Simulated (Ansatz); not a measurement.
Ansatz input

```yaml
crystal:
  lattice:
    - [-2.5357611069, 2.5357611069, 1.3845255643]
    - [2.5357611069, -2.5357611069, 1.3845255643]
    - [2.5357611069, 2.5357611069, -1.3845255643]
  atoms:
    - { symbol: Au, position: [0.0, 0.0, 0.0] }
    - { symbol: Au, position: [0.75, 0.25, 0.5] }
hamiltonian:
  xc: r2scan
  pseudopotentials:
    kind: paw
    azcp:
      Au: "pseudopotentials/Au.paw.azcp"
basis:
  ecutwfc: 500
  fft_grid_basis: typed
kpoints:
  mp_grid: { grid: [13, 13, 9], shift: [0, 0, 0] }
magnetization:
  spin_polarized: false
scf:
  occupations: { method: fermi_dirac, width: 0.1 }
relax:
  max_steps: 60
  f_tol: 0.01
  cell: {}
output:
  write_density: true
  write_potential: true
  elf: true
  volumetric_format: npy
```

Output

```
Warning: crystal.symmetry: narrowed to the stabiliser of the k-point mesh — unitary ops 16 → 4; excluded 12 operations that carry a point of the 13×13×9 mesh (shift [0, 0, 0]) off the mesh (the run samples exactly the mesh kpoints.mp_grid names, as under crystal.symmetry.detect: false, and its converged state has the mesh's symmetry, not the crystal's; ε∞, the Born charges and the force constants of a linear response (`dielectric:` by the response, `phonons.method: dfpt`) are averaged over those of the crystal's operations that the state keeps within a tolerance, where `mesh_tensors`, `unaveraged_element` or `gamma_mean_max_change_ev_ang2` stands beside them; a row that `dielectric.field_direction` solves alone is averaged likewise, with nothing beside; a Γ-centred mesh of equal divisions is mapped onto itself by every operation and keeps the whole group, as does a half-shifted one under kpoints.further_shifts: images)
Engine: ansatz 0.2.0, x86_64-unknown-linux-gnu
Pseudopotentials: kind: paw
Pseudopotential: Au, paw, valence charge 19, recommended cutoff 500 eV (meta_gga) 
Functional definition: r2SCAN
  parameter k0 = 0.174
  parameter k1 = 0.065
  parameter a1 = 4.9479
  exchange = r2scan_x(k0 = k0, k1 = k1, a1 = a1)
  correlation = r2scan_c
Crystal: 2 atoms, lattice volume = 35.610 Å³
Basis set: ecut = 500 eV, 885 PW (Γ), exchange–correlation on 120×120×120 points (64 copies of the dense FFT grid, shifted against one another)
Bands: 23, of which v1, the nominal top of the filled ones, is band 19 counted from 1 (18 counted from 0)
Symmetry: 4 space group operations
k-points: 413 of 1521
Non-local potential: Au, projectors of the file, l = 0: 3, l = 1: 2, l = 2: 2, l = 3: 1
PAW form: soft (Blöchl's): semilocal exchange-correlation on the pseudo side does not see the compensation charge
PAW frozen core: Au, regenerated for the run's functional (the file was generated under x = pbe(κ = 0.804, μ = 0.2195149727645171), c = pbe(β = 0.06672455060314922))
PAW one-centre angular grid: Au, 590 points (default); XC on 160 Gauss nodes
Initial density: superposition of atomic densities (neutral atoms: chi_scale 0, normalization atom), corrected by the library's trained network
Initial wavefunctions: pseudopotential atomic-orbital guess
Functional: x = r2scan, c = r2scan; τ floored in thin density (d = 2e-4 eV/Å³)
SCF iter   1: F=—  HF=-26326.595232 eV  |F-HF|=—  |Δ(HF+E_count)|=         —  Δρ=1.50e-2  dr2=8.07e-2  dr2_τ=1.38e-2  ethr=1.77e-3  ⟨swp⟩=5.1  Hψ=36813  notcnv=0
SCF iter   2: F=—  HF=-26326.582393 eV  |F-HF|=—  |Δ(HF+E_count)|=   1.28e-2  Δρ=6.29e-3  dr2=1.39e-2  dr2_τ=2.15e-3  ethr=2.12e-4  ⟨swp⟩=2.0  Hψ=15988  notcnv=0
SCF iter   3: F=—  HF=-26326.582257 eV  |F-HF|=—  |Δ(HF+E_count)|=   1.36e-4  Δρ=2.14e-3  dr2=1.44e-3  dr2_τ=6.67e-5  ethr=3.65e-5  ⟨swp⟩=2.2  Hψ=13050  notcnv=0
SCF iter   4: F=—  HF=-26326.582545 eV  |F-HF|=—  |Δ(HF+E_count)|=   2.88e-4  Δρ=6.35e-4  dr2=8.36e-5  dr2_τ=7.44e-6  ethr=3.80e-6  ⟨swp⟩=2.1  Hψ=15113  notcnv=0
SCF iter   5: F=—  HF=-26326.582582 eV  |F-HF|=—  |Δ(HF+E_count)|=   3.65e-5  Δρ=1.80e-4  dr2=1.25e-5  dr2_τ=7.05e-7  ethr=2.20e-7  ⟨swp⟩=2.2  Hψ=17438  notcnv=0
SCF iter   6: F=—  HF=-26326.582580 eV  |F-HF|=—  |Δ(HF+E_count)|=   2.13e-6  Δρ=2.09e-5  dr2=1.19e-7  dr2_τ=1.29e-8  ethr=3.29e-8  ⟨swp⟩=2.0  Hψ=13623  notcnv=0
SCF iter   7: F=-26326.582580 eV  HF=-26326.582580 eV  |F-HF|=6.69e-9  |Δ(HF+E_count)|=   7.50e-8  Δρ=5.91e-6  dr2=1.03e-8  dr2_τ=1.40e-9  ethr=2.63e-10  ⟨swp⟩=7.7  Hψ=56155  notcnv=0
...
SCF 31 converged in 11 iterations: F = -26327.015709 eV  dr2 = 1.52e-8
relax step  31: F+E_penalty+E_count = -26327.01570912 eV  Δ(F+E_penalty+E_count) = -5.611e-5 eV  max|allowed force component| = 1.725e-4 eV/Å  Δτ_max = 0.0096 Å  P = +0.005 GPa  Ω = 35.016 Å³  energy of the carried Pulay correction = +9.068e-4 eV  (11 SCF iters, dr2 threshold 4.33e-8 eV, accepted)
Crystal: 2 atoms, lattice volume = 35.017 Å³
iter 1 solved again at ethr=3.69e-9 eV; its pass at ethr=3.10e-3 eV (dr2=1.40e-6 eV) is discarded
SCF iter   1: F=—  HF=-26327.015610 eV  |F-HF|=—  |Δ(HF+E_count)|=         —  Δρ=7.58e-5  dr2=7.66e-7  dr2_τ=1.78e-4  ethr=3.69e-9  ⟨swp⟩=3.0  Hψ=49540  notcnv=0
SCF iter   2: F=—  HF=-26327.015713 eV  |F-HF|=—  |Δ(HF+E_count)|=   1.04e-4  Δρ=5.56e-5  dr2=7.93e-7  dr2_τ=5.39e-8  ethr=2.02e-9  ⟨swp⟩=3.0  Hψ=19409  notcnv=0
SCF iter   3: F=—  HF=-26327.015713 eV  |F-HF|=—  |Δ(HF+E_count)|=   4.00e-8  Δρ=4.36e-5  dr2=5.09e-7  dr2_τ=1.72e-8  ethr=2.02e-9  ⟨swp⟩=1.0  Hψ=9499  notcnv=0
SCF iter   4: F=-26327.015713 eV  HF=-26327.015713 eV  |F-HF|=3.85e-9  |Δ(HF+E_count)|=   6.89e-8  Δρ=4.87e-6  dr2=2.82e-9  dr2_τ=6.38e-10  ethr=2.13e-11  ⟨swp⟩=5.9  Hψ=58144  notcnv=0
SCF 32 converged in 4 iterations: F = -26327.015713 eV  dr2 = 2.82e-9
relax step  32: F+E_penalty+E_count = -26327.01571343 eV  Δ(F+E_penalty+E_count) = -4.313e-6 eV  max|allowed force component| = 2.762e-5 eV/Å  Δτ_max = 0.0009 Å  P = +0.001 GPa  Ω = 35.017 Å³  energy of the carried Pulay correction = +9.063e-4 eV  (4 SCF iters, dr2 threshold 8.09e-9 eV, accepted)
Step cancelled. What follows is not a result of the run: it is the report of the last solve that finished, which converged after 4 SCF iterations.
Free energy (F): -26327.015713 eV
Harris-Foulkes:  -26327.015713 eV  (|F-HF|=3.85e-9)
Internal energy: -26327.005116 eV  (E = F + TS)
E sigma→0 (E₀):  -26327.010415 eV
Entropy (-TS):   -0.010598 eV (-5.299 meV/atom)
Fermi energy:    19.753890 eV
--- Per-component energies (eV) ---
  E_band       = -475.791930
  E_kinetic    = 1210.629911
  E_local      = -3501.860231  (includes V_loc(G=0)·N_el)
  E_nonlocal   = 152.002269
  E_hartree    = 1492.783137
  E_xc         = -435.937598
  E_vxc        = -613.107780  (∫ρ·V_xc dr)
  E_paw        = -19462.633891  (= ΣΔE_a)
  E_vpaw       = -750.856861  (= ΣTr[D̂ρ^β])
  E_aug_tail   = 0.002716  (compensation charges beyond the density's cutoff)
  E_vtau       = 41.831655  (kinetic-family band-sum trace: ∫τ·v_τ [+ j·A + Jᵃ·Aᵃ] dr)
  E_ewald      = -5781.638781
  E_core_change = -0.352647  (= ΣΔE_core)
  E_smearing   = -0.010598  (= −TS)
  E_closure    = 0.000000  (closes the sum)
  Σ components = -26327.015713   (vs F -26327.015713, Δ=0.00e0)
--- Forces (eV/Å), atoms counted from 1 ---
  atom   1  Au    -0.00002762     0.00002762     0.00000000
  atom   2  Au     0.00002762    -0.00002762    -0.00000000
  max |Σ_I F_I| component: 0.00e0 eV/Å
--- Stress (GPa, compression-positive) ---
       -0.044959      -0.003467      -0.000395
       -0.003467      -0.044959      -0.000395
       -0.000395      -0.000395      -0.056348
  P = ⅓ Tr σ = -0.0488 GPa (-0.488 kbar)
--- Band table (eV; the first three rows and the last of 413) ---
  k-point 0: bands = ["-87.7892", "-87.7790", "-38.7599", "-38.5898", "-38.5892", "-38.5617", "-38.5611", "-38.5600", "9.9626", "12.3463", "14.8210", "15.0334", "15.0539", "15.3512", "15.3652", "15.9573", "15.9714", "17.3580", "17.3664", "18.9753", "22.5217", "34.9882", "36.2866"]
  k-point 1: bands = ["-87.7889", "-87.7793", "-38.7542", "-38.5890", "-38.5883", "-38.5677", "-38.5620", "-38.5609", "10.0685", "12.3471", "14.7959", "15.0048", "15.0246", "15.3188", "15.3326", "16.0405", "16.0546", "17.3441", "17.3512", "18.2247", "23.4671", "34.7478", "36.4724"]
  k-point 2: bands = ["-87.7880", "-87.7802", "-38.7371", "-38.5865", "-38.5858", "-38.5851", "-38.5645", "-38.5634", "10.3768", "12.3297", "14.7335", "14.9542", "14.9726", "15.2336", "15.2473", "16.2476", "16.2613", "16.9416", "17.2931", "17.2970", "25.3535", "34.3097", "36.3759"]
  k-point 412: bands = ["-87.7763", "-87.7757", "-38.7668", "-38.7612", "-38.6258", "-38.6221", "-38.6150", "-38.6144", "12.6434", "12.8279", "13.7195", "13.8315", "15.9131", "16.3427", "16.8381", "17.4430", "17.7074", "17.7388", "19.7061", "20.4207", "23.9181", "24.4401", "33.1898"]
End of that report.
Error: SIGTERM received: cancelled by the caller after 32 completed ionic steps
```

The calculation hadn't finished when its time ran out.
